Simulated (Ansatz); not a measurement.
KBr (rock salt)

```
CELL_PARAMETERS angstrom
      0.00000     3.27480     3.27480
      3.27480     0.00000     3.27480
      3.27480     3.27480     0.00000
ATOMIC_POSITIONS crystal
  Br 0.00000 0.00000 0.00000
  K  0.50000 0.50000 0.50000
```

The slice is a {111} plane (indices of the conventional cell) through the point (0.000, 0.000, 0.000) (fractional), spanned by u = [100] and v = [-1 2 0] in vectors of this cell: u (4.63 Å) and v (8.02 Å, at 90° to u). It covers one period; positions are fractions (u, v).

All values below come from PBEsol (plane waves to 420 eV, PAW, scalar-relativistic; Ansatz, a first-principles code). k mesh 9×9×9. These are valence fields of a PAW run, semicore shells included where kept as valence: close to a nucleus they are smooth pseudo fields. KBr was relaxed with its symmetry unable to fall.

### Question
Predict the map of the electrostatic potential energy of an electron, from the cell's mean on the slice.

### Answer
```
v \ u  0.00  0.12  0.25  0.38  0.50  0.62  0.75  0.88
-----  ----  ----  ----  ----  ----  ----  ----  ----
0.93      x     x   3.1   5.1   4.9   5.1   3.1     x
0.86    0.8   3.1   5.0   4.8   4.5   4.8   5.0   3.0
0.79    5.1   5.2   5.1   4.8   4.6   4.8   5.1   5.2
0.71    4.6   4.8   5.1   5.2   5.1   5.2   5.1   4.8
0.64    4.5   4.8   5.0   3.1   0.8   3.0   5.0   4.8
0.57    4.9   5.1   3.1     x     x     x   3.1   5.1
0.50    5.1   5.2   1.1     x     x     x   1.1   5.2
0.43    4.9   5.1   3.1     x     x     x   3.1   5.1
0.36    4.5   4.8   5.0   3.0   0.8   3.1   5.0   4.8
0.29    4.6   4.8   5.1   5.2   5.1   5.2   5.1   4.8
0.21    5.1   5.2   5.1   4.8   4.6   4.8   5.1   5.2
0.14    0.8   3.0   5.0   4.8   4.5   4.8   5.0   3.1
0.07      x     x   3.1   5.1   4.9   5.1   3.1     x
0.00      x     x   1.1   5.2   5.1   5.2   1.1     x
```

Values: electrostatic potential energy of an electron, from the cell's mean, in eV. Points within 1 Å of a nucleus are blanked (x), as the pseudised field means little there. The zero, the cell's mean, hangs on the PAW cores.
